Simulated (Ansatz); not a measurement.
# ZrZn: pressure against volume

A database entry relaxed whole under r2SCAN (Pm-3m):

```yaml
crystal:
  lattice:
    - [3.32392, 0.00000, 0.00000]
    - [0.00000, 3.32392, 0.00000]
    - [0.00000, 0.00000, 3.32392]
  atoms:
    - { symbol: Zr, position: [0.50000, 0.50000, 0.50000] }
    - { symbol: Zn, position: [0.00000, 0.00000, 0.00000] }
```

The cell was scaled uniformly, its shape held, and the atoms relaxed at each volume with plane-wave PAW DFT (Ansatz 0.2.0; r2SCAN, 500 eV, 10×10×10 Γ-centred mesh, fermi-dirac occupations of width 0.100 eV; no spin, no spin-orbit coupling). One row is withheld.

```tsv
volume (Å³/atom)	energy over the lowest (meV/atom)	pressure (GPa)
17.260	25.5	8.00
17.628	10.8	5.05
17.995	2.5	2.39
18.362	0.0	-0.01
18.729	?	?
19.097	10.2	-4.12
19.464	21.9	-5.88
```

Task: Fit the pressures of the other rows to the third-order Birch-Murnaghan form.

Result: With f = [(V₀/V)^(2/3) − 1]/2 and P = 3B₀f(1 + 2f)^(5/2)[1 + 3(B₀′ − 4)f/2], least squares gives V₀ = 18.36 Å³ an atom, B₀ = 114 GPa and B₀′ = 4.2; the rows miss the fit by less than 0.01 GPa. The slope of the energies differs from these pressures by 0.09 GPa, since they are taken to zero smearing while pressures follow the free energy.

Task: What does the withheld row hold?

Result: The fit gives -2.17 GPa at 18.729 Å³; the run gave -2.17 GPa and 2.7 meV an atom.

Caveats: the shape of the cell was held; 0 K, fixed nuclei; the symmetry was kept, and this need not be the phase that is stable at 0 K; one mesh for all volumes; pressure is positive in compression.
